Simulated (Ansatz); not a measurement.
BeSe (zinc blende)

```xyz
2
Lattice="0.0000 2.5889 2.5889 2.5889 0.0000 2.5889 2.5889 2.5889 0.0000" Properties=species:S:1:pos:R:3 pbc="T T T"
Se     3.8833     3.8833     3.8833
Be     0.0000     0.0000     0.0000
```

E(V) scan at fixed shape, V₀ the volume above. Symmetry pins the atoms to their sites.

These are PBE (plane waves to 420 eV, PAW, scalar-relativistic; Ansatz, an electronic-structure program) values and carry that method's errors. k mesh 11×11×11 (Γ-centred), Fermi-Dirac smearing 0.05 eV. Stress and pressure are positive under compression. BeSe was relaxed with its symmetry unable to fall.

At one point of the scan the stress tensor (GPa) is:

```
   2.72     0.00     0.00
   0.00     2.72     0.00
   0.00     0.00     2.72
```

**Question.** Which point is it?
A. V/V₀ = 0.900
B. V/V₀ = 0.917
C. V/V₀ = 0.967
D. V/V₀ = 0.933

**Answer.** C, V/V₀ = 0.967

(Under strain, the slope of the energy per volume gives the stress and its curvature an elastic modulus.)
